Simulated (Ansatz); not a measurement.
# Step by step: PtSe, relaxation of cell and atoms

These are results of DFT, PBE, PAW with Ansatz's default frozen-core files, scalar-relativistic in Ansatz 0.2.0, not measurements.

Command: `ansatz run input.yaml --threads 1 --pin off --max-ram 3072MiB --backend cpu --events-out ev --progress --plain --runs-dir out` The run took 2.1 min on 1 thread of Arm Neoverse V2, on a shared host.

```yaml
crystal:
  lattice:
    - [4.090959503, 0.0, 0.0]
    - [-2.0454797515, 3.5428748554, 0.0]
    - [0.0, 0.0, 6.6682639899]
  atoms:
    - { symbol: Pt, position: [0.3333333333, 0.6666666667, 0.0] }
    - { symbol: Pt, position: [0.6666666667, 0.3333333333, 0.5] }
    - { symbol: Se, position: [0.3333333333, 0.6666666667, 0.376] }
    - { symbol: Se, position: [0.6666666667, 0.3333333333, 0.876] }
kpoints:
  mp_grid: { grid: [10, 10, 6] }
scf:
  occupations: { method: fermi_dirac, width: 0.03 }
hamiltonian:
  xc: pbe
  pseudopotentials: { kind: paw }
output:
  forces: true
  stress: true
relax:
  f_tol: 0.005
  max_steps: 80
  cell: {}
```

Spin–orbit coupling is left out, though it moves levels of the heavy atoms by tenths of an eV or more.

The cell is built from the wurtzite type as a first guess.

The cutoff is 420 eV; energies and pressures of the walk include the program's estimate of the Pulay term.

Each frame lists the cell vectors (Å), then Cartesian positions (Å) and forces (eV/Å). Free energies count from the first step, -35983.9951 eV.

The walk took 9 evaluations in all; steps that aren't listed are left out.

Step 1: E = 0.0 meV, P = -3.50 GPa

```
cell 4.0910 0.0000 0.0000 -2.0455 3.5429 0.0000 0.0000 0.0000 6.6683
Pt    0.0000    2.3619    0.0000     0.000   0.000   0.130
Pt    2.0455    1.1810    3.3341     0.000   0.000   0.130
Se    0.0000    2.3619    2.5073     0.000   0.000  -0.130
Se    2.0455    1.1810    5.8414     0.000   0.000  -0.130
```

Step 2: E = -60.1 meV, P = 1.17 GPa

```
cell 3.9838 0.0000 0.0000 -1.9919 3.4501 0.0000 0.0000 0.0000 6.6606
Pt    0.0000    2.3000    0.0230     0.000   0.000   0.053
Pt    1.9919    1.1500    3.3533     0.000   0.000   0.053
Se    0.0000    2.3000    2.4814     0.000   0.000  -0.053
Se    1.9919    1.1500    5.8117     0.000   0.000  -0.053
```

Step 3:

```
cell 3.9686 0.0000 0.0000 -1.9843 3.4369 0.0000 0.0000 0.0000 6.7770
Pt    0.0000    2.2913    0.0407
Pt    1.9843    1.1456    3.4292
Se    0.0000    2.2913    2.5074
Se    1.9843    1.1456    5.8959
```

Step 4: E = -87.6 meV, P = -0.59 GPa

```
cell 3.9184 0.0000 0.0000 -1.9592 3.3934 0.0000 0.0000 0.0000 6.9503
Pt    0.0000    2.2623    0.0698     0.000   0.000  -0.082
Pt    1.9592    1.1311    3.5450     0.000   0.000  -0.082
Se    0.0000    2.2623    2.5435     0.000   0.000   0.082
Se    1.9592    1.1311    6.0187     0.000   0.000   0.082
```

Step 5: E = -82.5 meV, P = -1.20 GPa, step rejected

```
cell 3.8000 0.0000 0.0000 -1.9000 3.2909 0.0000 0.0000 0.0000 7.2756
Pt    0.0000    2.1939    0.1262     0.000   0.000  -0.174
Pt    1.9000    1.0970    3.7640     0.000   0.000  -0.174
Se    0.0000    2.1939    2.6095     0.000   0.000   0.174
Se    1.9000    1.0970    6.2473     0.000   0.000   0.174
```

Step 6: E = -88.2 meV, P = 1.74 GPa

```
cell 3.8216 0.0000 0.0000 -1.9108 3.3096 0.0000 0.0000 0.0000 7.0827
Pt    0.0000    2.2064    0.0854     0.000   0.000   0.159
Pt    1.9108    1.1032    3.6267     0.000   0.000   0.159
Se    0.0000    2.2064    2.5777     0.000   0.000  -0.159
Se    1.9108    1.1032    6.1191     0.000   0.000  -0.159
```

Step 7: E = -97.7 meV, P = -0.04 GPa

```
cell 3.8485 0.0000 0.0000 -1.9243 3.3329 0.0000 0.0000 0.0000 7.1027
Pt    0.0000    2.2219    0.0901     0.000   0.000   0.004
Pt    1.9243    1.1110    3.6414     0.000   0.000   0.004
Se    0.0000    2.2219    2.5805     0.000   0.000  -0.004
Se    1.9243    1.1110    6.1318     0.000   0.000  -0.004
```

(1) Give the energy and forces of step 3.

(2) How does the relaxation end?

## Answers

(1) E = -72.6 meV, P = 0.01 GPa
```
Pt    0.0000    2.2913    0.0407     0.000   0.000  -0.022
Pt    1.9843    1.1456    3.4292     0.000   0.000  -0.022
Se    0.0000    2.2913    2.5074     0.000   0.000   0.022
Se    1.9843    1.1456    5.8959     0.000   0.000   0.022
```

(2) It converges, with a = 3.850 Å, b = 3.850 Å, c = 7.096 Å, α = 90.00°, β = 90.00°, γ = 120.00° (conventional cell, space group P6_3mc). The last solve (on a basis chosen afresh for the final cell, so its energy is not quite comparable) gives E = -96.6 meV, P = 0.01 GPa:
```
cell 3.8499 0.0000 0.0000 -1.9250 3.3342 0.0000 0.0000 0.0000 7.0965
Pt    0.0000    2.2228    0.0896     0.000   0.000   0.001
Pt    1.9250    1.1114    3.6379     0.000   0.000   0.001
Se    0.0000    2.2228    2.5786     0.000   0.000  -0.001
Se    1.9250    1.1114    6.1269     0.000   0.000  -0.001
```
